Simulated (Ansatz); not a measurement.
Pt3W (Cu3Au type, Pm-3m) at seven volumes, plane-wave PAW PBEsol (Ansatz code), scaled uniformly. One row is withheld.

```csv
V (Å³/atom),P (GPa)
13.733,36.55
14.186,?
14.639,10.08
15.092,0.00
15.544,-8.42
15.997,-15.44
16.450,-21.27
```

Task: Fit the shown pressures and predict the withheld one.

Result: Third-order Birch–Murnaghan: P = (3/2)B₀(x^(7/2) − x^(5/2))[1 + (3/4)(B′ − 4)(x − 1)] with x = (V₀/V)^(2/3). Least squares on the six rows gives V₀ = 15.092 Å³/atom, B₀ = 306.1 GPa, B′ = 4.99. At V = 14.186, x = 1.0421 and P = 22.12 GPa. The run itself gave 22.14 GPa.

A made-up cell: these elements were put on the sites of a structure type; neither database checked (COD, Materials Project) lists it. Whether it is the stable phase at ambient conditions was not checked. Symmetry was held in the PBEsol relaxation; its stability against distortions is not shown here. The run is not spin-polarised. Spin–orbit coupling is left out wherever it is not named.

Potentials: the earlier of the program's two PAW sets. The files were generated under PBE; for other functionals the program regenerates the frozen cores, and for LDA and PBEsol the local potential too.
